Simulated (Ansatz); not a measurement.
The relaxed structure here is a generated cell of ZrO2: the first start was made by placing the elements on the sites of a structure type, and the end was not matched to a known phase here, so it may be hypothetical. Known forms of ZrO2 include space group No. 14, 137, 225.

One stationary structure of ZrO₂. Space group F-43m (No. 216). All values below come from PBEsol (plane waves to 420 eV, PAW, scalar-relativistic; Ansatz, a program for electronic structure).

Space group F-43m (No. 216); a = b = c = 5.0108 Å, α = β = γ = 90.00°

| atom | site | symmetry | x | y | z |
|---|---|---|---|---|---|
| O | 4a | -43m | 0.0000 | 0.0000 | 0.0000 |
| O | 4d | -43m | 0.7500 | 0.7500 | 0.7500 |
| Zr | 4c | -43m | 0.2500 | 0.2500 | 0.2500 |
(The calculation used a cell of 3 atoms; values per cell refer to that cell.)

### Question
Estimate the band gap that PBEsol returns for this input.

### Answer
2.02 eV, indirect (valence top at W, conduction bottom at X) (no spin-orbit coupling).

### Question
Give the smallest direct gap at the level PBEsol.

### Answer
2.17 eV at X.

No spin polarisation in the result.

The run could not lose the symmetry of its start: the end is stationary, and may be a saddle point rather than a minimum.

All atoms sit on sites fixed by symmetry, so only the cell could relax.

It was reached from a disturbed copy of a Fm-3m (No. 225) cell (fluorite type), against which it lies +1.093 eV/atom.
